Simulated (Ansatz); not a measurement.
InP (CsCl type, Pm-3m), a = 3.3872 Å, b = 3.3872 Å, c = 3.3872 Å, α = 90.00°, β = 90.00°, γ = 90.00°.

This is the PBEsol-relaxed structure.

All from PBEsol (plane waves, PAW; program Ansatz), unless another level is named. Give the electronic character.

metallic (no gap).

Next, the formation energy from the elements (no fitted shifts)?

0.31 eV/atom.

Predict the density of states at the Fermi level.

0.57 states/eV per atom (mean over ±0.08 eV).

A made-up cell: these elements were put on the sites of a structure type; neither database checked (COD, Materials Project) lists it. It is not the phase usual at ambient conditions (space group No. 216). Symmetry was held in the PBEsol relaxation; whether a distortion lowers the energy is not shown. The references are the lowest solids computed at this level, not always the standard phases. Spin–orbit coupling is left out wherever it is not named.

Potentials: the earlier of the program's two PAW sets. The files were generated under PBE; for other functionals the program regenerates the frozen cores, and for LDA and PBEsol the local potential too.
